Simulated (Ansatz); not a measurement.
ZrTa:
```
ZrTa
1.0
    4.65665     0.00000     0.00000
    0.00000     3.56978     0.00000
    0.00000     0.00000     4.97092
Ta Zr
2 2
Direct
  0.25000   0.00000   0.81290
  0.75000   0.00000   0.18710
  0.25000   0.50000   0.27871
  0.75000   0.50000   0.72129
```

Relaxed with r²SCAN. Special points in fractions of this cell's reciprocal vectors: Γ (0.000, 0.000, 0.000); X (0.500, 0.000, 0.000); S (0.500, 0.500, 0.000); Y (0.000, 0.500, 0.000); Z (0.000, 0.000, 0.500); U (0.500, 0.000, 0.500); R (0.500, 0.500, 0.500); T (0.000, 0.500, 0.500).

Q: List the band energies nearest the Fermi level at these points for DFT-r²SCAN with spin–orbit coupling in the program Ansatz with PAW potentials.

A: In eV from the Fermi level; about four levels below and three above (degenerate sets whole), none deeper than 8.9 eV; points with the same levels are listed once.

```json
[
 {"k": "Γ", "below": "-1.74 -1.74 -1.43 -1.43", "above": "0.38 0.38 0.60 0.60"},
 {"k": "X", "below": "-0.79 -0.79 -0.79 -0.79", "above": "0.48 0.48 0.48 0.48"},
 {"k": "S", "below": "-0.30 -0.30 -0.30 -0.30", "above": "2.85 2.85 2.85 2.85"},
 {"k": "Y", "below": "-1.29 -1.29 -0.50 -0.50", "above": "0.60 0.60 0.83 0.83"},
 {"k": "Z", "below": "-0.74 -0.74 -0.29 -0.29", "above": "0.28 0.28 0.30 0.30"},
 {"k": "U", "below": "-0.74 -0.74 -0.74 -0.74", "above": "0.13 0.13 0.13 0.13"},
 {"k": "R", "below": "-0.89 -0.89 -0.89 -0.89", "above": "0.92 0.92 0.92 0.92"},
 {"k": "T", "below": "-1.07 -1.07 -0.68 -0.68", "above": "0.39 0.39 0.69 0.69"}
]
```

Space group Pmma. The start of the workflow was typed in or built on a structure type; neither database checked (COD, Materials Project) lists it. Its standing as an ambient phase is unchecked. The cell was relaxed with r²SCAN under the symmetry of its start; its stability against distortions is not shown here. No spin polarisation was allowed. Its formation energy is positive at this level, so the cell may be metastable or incomplete.

Potentials: the earlier of the program's two PAW sets.
